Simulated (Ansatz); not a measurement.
Calculated with Ansatz: ReAu2Br6, single run

Run with:

```bash
ansatz run input.yaml --threads 1 --pin off --max-ram 2560MiB --backend cpu --events-out ev --progress --plain --runs-dir out
```

The input file (Ansatz 0.2.0, plane waves):

```yaml
crystal:
  lattice:
    - [6.813892, 0.0, 0.0]
    - [-3.406946, 5.901009, 0.0]
    - [-3.406946, 1.967003, 5.781126]
  atoms:
    - { symbol: Re, position: [0.5, 0.5, 0.5001] }
    - { symbol: Au, position: [0.7657, 0.2343, 0.297] }
    - { symbol: Au, position: [0.2343, 0.7657, 0.703] }
    - { symbol: Br, position: [0.37217, 0.26833, 0.25641] }
    - { symbol: Br, position: [0.73167, 0.84743, 0.25641] }
    - { symbol: Br, position: [0.15257, 0.62783, 0.25641] }
    - { symbol: Br, position: [0.62783, 0.73167, 0.74359] }
    - { symbol: Br, position: [0.26833, 0.15257, 0.74359] }
    - { symbol: Br, position: [0.84743, 0.37217, 0.74359] }
  symmetry: { tolerance: 0.0003 }
kpoints:
  mp_grid: { grid: [3, 3, 3], shift: [0, 0, 0] }
magnetization:
  spin_polarized: false
scf:
  occupations: { method: fermi_dirac }
  mixing: { preconditioner: kerker }
hamiltonian:
  pseudopotentials: { kind: paw }
  xc: r2scan
  hubbard: { sites: [{ species: Re, l: d, u_eff: 1.0 }], double_counting: fll }
basis:
  ecutwfc: 500
output:
  forces: true
  stress: true
  eigenvalues: true
  write_density: true
  write_potential: true
  elf: true
  volumetric_format: npy
```

Origin of the cell: a known structure type with other elements, at an estimated volume, so it need not be a known compound.

The smearing width isn't typed, so it takes its default of 0.1 eV.

Output (shortened):

```
Warning: the atoms were moved onto the symmetric positions of the space group found under crystal.symmetry.tolerance 3.0e-4 (fractional; no operation is sought that the atoms, as they stand i […]
Re: projections on atomic orbitals take those of the free atom [Kr 4d10 4f14] 5s2 5p6 5d5 6s2, of charge +0.00 (hamiltonian.pseudopotentials.projection_atoms); the dataset's partial waves lea […]
Au: projections on atomic orbitals take those of the free atom [Kr 4d10 4f14] 5s2 5p6 5d10 6s1, of charge +0.00 (hamiltonian.pseudopotentials.projection_atoms); the dataset's partial waves le […]
Br: projections on atomic orbitals take those of the free atom [Ar 3d10] 4s2 4p5, of charge +0.00 (hamiltonian.pseudopotentials.projection_atoms); the dataset's partial waves leave at most 2. […]
Pseudopotentials: kind: paw
Pseudopotential: Re, paw, valence charge 15, recommended cutoff 500 eV (meta_gga), Re.paw.azcp
Pseudopotential: Au, paw, valence charge 19, recommended cutoff 500 eV (meta_gga), Au.paw.azcp
Pseudopotential: Br, paw, valence charge 7, recommended cutoff 500 eV (meta_gga), Br.paw.azcp
Functional definition: r2SCAN
  exchange = r2scan_x(k0 = k0, k1 = k1, a1 = a1)
  correlation = r2scan_c
[… 15 lines left out …]
Initial density: superposition of atomic densities (chi_scale 0.1, normalization cell, long waves of neutral atoms under a Hubbard term (reshape's long-wave potential 0.04 eV rms, cloud 2.71 Å wide))
Functional: x = r2scan, c = r2scan; τ floored in thin density (d = 2e-4 eV/Å³)
SCF iter   1: F=—  HF=-53970.233553 eV  Δρ=8.74e-2  dr2=5.39e1  dr2_τ=3.34e0  defer=2
SCF iter   2: F=—  HF=-53965.208172 eV  Δρ=3.45e-2  dr2=3.99e0  dr2_τ=4.25e0  defer=11
SCF iter   3: F=—  HF=-53964.997652 eV  Δρ=1.50e-2  dr2=7.53e-1  dr2_τ=1.88e-2  defer=11
SCF iter   4: F=—  HF=-53964.958750 eV  Δρ=1.22e-2  dr2=7.64e-1  dr2_τ=6.84e-2  defer=11
SCF iter   5: F=—  HF=-53964.871870 eV  Δρ=2.49e-3  dr2=5.09e-2  dr2_τ=3.39e-3  defer=11
SCF iter   6: F=—  HF=-53964.869240 eV  Δρ=1.00e-3  dr2=6.82e-3  dr2_τ=1.24e-4  defer=11
SCF iter   7: F=—  HF=-53964.870030 eV  Δρ=8.58e-4  dr2=4.21e-3  dr2_τ=3.11e-4  defer=11
SCF iter   8: F=—  HF=-53964.869508 eV  Δρ=1.72e-4  dr2=1.86e-4  dr2_τ=4.96e-6  defer=11
SCF iter   9: F=—  HF=-53964.869514 eV  Δρ=5.41e-5  dr2=1.17e-5  dr2_τ=8.62e-7  defer=11
SCF iter  10: F=—  HF=-53964.869412 eV  Δρ=2.32e-5  dr2=2.50e-6  dr2_τ=1.73e-7  defer=11
SCF iter  11: F=—  HF=-53964.869412 eV  Δρ=4.19e-6  dr2=1.14e-7  dr2_τ=2.88e-9  defer=11
SCF iter  12: F=-53964.869412 eV  HF=-53964.869412 eV  Δρ=1.38e-6  dr2=1.25e-8  dr2_τ=4.92e-10
SCF 1 converged in 12 iterations: F = -53964.869412 eV  dr2 = 1.25e-8
SCF converged after 12 iterations
Free energy (F): -53964.869412 eV
Harris-Foulkes:  -53964.869412 eV  (|F-HF|=3.68e-9)
Internal energy: -53964.691430 eV  (E = F + TS)
E sigma→0 (E₀):  -53964.780421 eV
Entropy (-TS):   -0.177982 eV (-19.776 meV/atom)
Fermi energy:    7.066099 eV
--- Per-component energies (eV) ---
  E_band       = -1242.588326
  E_kinetic    = 2556.727671
  E_local      = -9421.742681  (includes V_loc(G=0)·N_el)
  E_nonlocal   = 629.382363
  E_hartree    = 3746.826982
  E_xc         = -2319.182165
  E_vxc        = -1629.195204  (∫ρ·V_xc dr)
  E_hubbard    = 1.133580  (on-site DFT+U / exact-exchange correction)
  E_vhub       = -0.609219  (the Hubbard potential's part of the band-sum identity)
  E_paw        = -41778.778890  (= ΣΔE_a)
  E_vpaw       = -963.941479  (= ΣTr[D̂ρ^β])
  E_aug_tail   = 0.001451  (compensation charges beyond the density's cutoff)
  E_vtau       = 93.136288  (kinetic-family band-sum trace: ∫τ·v_τ [+ j·A + Jᵃ·Aᵃ] dr)
  E_ewald      = -7377.287061
  E_core_change = -1.772680  (= ΣΔE_core)
  E_smearing   = -0.177982  (= −TS)
  Σ components = -53964.869412   (vs F -53964.869412, Δ=0.00e0)
--- Forces (eV/Å), atoms counted from 1 ---
  atom   1  Re     0.000000     0.000000     0.000000
  atom   2  Au    -0.000000    -0.000000    -0.215999
  atom   3  Au     0.000000     0.000000     0.215999
  atom   4  Br     0.531310    -0.503007    -0.303506
  atom   5  Br     0.169962     0.711632    -0.303506
  atom   6  Br    -0.701272    -0.208624    -0.303506
  atom   7  Br    -0.531310     0.503007     0.303506
  atom   8  Br    -0.169962    -0.711632     0.303506
  atom   9  Br     0.701272     0.208624     0.303506
  max |Σ_I F_I| component: 1.11e-16 eV/Å
--- Stress (GPa, compression-positive) ---
        1.452469       0.000000       0.000000
       -0.000000       1.452469      -0.000000
        0.000000      -0.000000       3.178439
  P = ⅓ Tr σ = 2.0278 GPa (20.278 kbar)
Occupation matrices written to <dir>
```

Caveats: no moments, though an odd count or open d shells may carry them; no spin-orbit coupling, though heavy elements are present; the k mesh is coarse if the cell is a metal.

The run took 31 s on 1 thread of Arm Neoverse V2, with other jobs on the host, peak memory 1.2 GiB, from the program's own first density.
